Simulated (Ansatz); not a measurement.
KAs$_{2}$Ru$_{2}$ in space group I4/mmm (No. 139; K on 2a, As on 4e, Ru on 4d), the program Ansatz at the PBE level (PAW), all energies at zero smearing, with the estimated change up to a 700 eV cutoff added, with one set of potentials and settings (totals compare only within such a set). Cell of 5 atoms (1 K, 2 As, 2 Ru): -23009.386 eV.

```tsv
element	reference phase	E (eV/atom)
K	Im-3m, 1 atoms in the cell	-1537.7858
As	R-3m, 2 atoms in the cell	-4856.1377
Ru	P6_3/mmc, 2 atoms in the cell	-5878.6876
```

Formation energy per atom, worked out: (-23009.386 − 1×(-1537.7858) − 2×(-4856.1377) − 2×(-5878.6876))/5 = -0.390 eV/atom (-38 kJ per mol of atoms), at 0 K, without zero-point energy or fitted corrections.

The first step of the workflow began from a Materials Project structure, measured or hypothetical; the Crystallography Open Database copy checked does not list it. Its standing as an ambient phase is unchecked. The cell was relaxed with PBE under the symmetry of its start; whether a distortion lowers the energy is not shown. The run is not spin-polarised. The references are the lowest solids computed at this level, not always the standard phases.

Potentials: the later of the program's two PAW sets.
